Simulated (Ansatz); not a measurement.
Input:

Starting cell, BN (wurtzite):

```xyz
8
Lattice="5.1082 0.0000 0.0000 -1.2770 2.2119 0.0000 0.0000 0.0000 4.2239" Properties=species:S:1:pos:R:3 pbc="T T T"
B      1.2770     0.7373     4.2236
B      3.8311     0.7373     4.2236
B      0.0000     1.4746     2.1116
B      2.5541     1.4746     2.1116
N      1.2770     0.7373     2.6412
N      3.8311     0.7373     2.6412
N      0.0000     1.4746     0.5292
N      2.5541     1.4746     0.5292
```

A phonon eigenvector at M = (0.5, 0.0, 0.0) is frozen into this cell: atom i moves by Q times the vector below, so Q is the largest atomic displacement, in Å. The cell is held. (q is in reciprocal vectors of the primitive cell; the cell shown is doubled to hold the pattern.)

```csv
atom,x,y,z
B1,0.343,0.198,0.623
B2,-0.343,-0.198,-0.623
B3,-0.343,-0.198,0.623
B4,0.343,0.198,-0.623
N5,0.729,0.421,-0.539
N6,-0.729,-0.421,0.539
N7,-0.729,-0.421,-0.539
N8,0.729,0.421,0.539
```

Calculation: PBE (plane waves to 420 eV, PAW, scalar-relativistic; Ansatz, a first-principles code). k mesh 15×15×8 (Γ-centred), Fermi-Dirac smearing 0.05 eV. E stands for the smeared free energy. BN was relaxed with its symmetry unable to fall. The PAW data are Ansatz's earlier set. The zero of ΔE is the undisplaced structure.

The scan covers Q from -0.100 to 0.100 Å in 13 points.

Problem. Which space group does the distorted structure have?

Solution. Pmn2_1 (No. 31), lowered from P6_3mc.

Problem. What is the energy change at Q = 0.100 Å?

Solution. 1091 meV/cell.

Problem. What harmonic wavenumber does the curvature at Q = 0 give?

Solution. 858 cm⁻¹.

(A displaced cell: forces are minus the slopes of the energy, force constants its curvatures, and phonons follow from these.)
